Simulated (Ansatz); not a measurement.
With the program Ansatz at the r²SCAN level (PAW), BeCdO2 in the trigonal phase (P3m1; Cd on 1b, O on 1b, Be on 1c, O on 1c) relaxes to a = 3.050 Å, c = 5.444 Å. Its formation energy from the elements is -1.71 eV/atom, with no fitted shifts.

It is gapped at this level: 1.26 eV (direct). The valence maximum lies at Γ and the conduction minimum at Γ. HSE06 on the same cell gives 2.25 eV. Gap from r²SCAN with spin–orbit coupling: 1.26 eV. Electrons at the band edge weigh 0.26, 0.29, 0.29 mₑ (principal values).

The bulk modulus is 120 GPa. Bader charges are Cd +1.14, O -1.54 to -1.37, Be +1.76 e.

The start of the workflow was typed in or built on a structure type; neither database checked (COD, Materials Project) lists it. Its standing as an ambient phase is unchecked. The cell was relaxed with r²SCAN under the symmetry of its start; its stability against distortions is not shown here. The references are the lowest solids computed at this level, not always the standard phases (solids in place of the gases). Spin–orbit coupling is left out wherever it is not named.

Potentials: the earlier of the program's two PAW sets. The files were generated under PBE; for other functionals the program regenerates the frozen cores, and for LDA and PBEsol the local potential too.
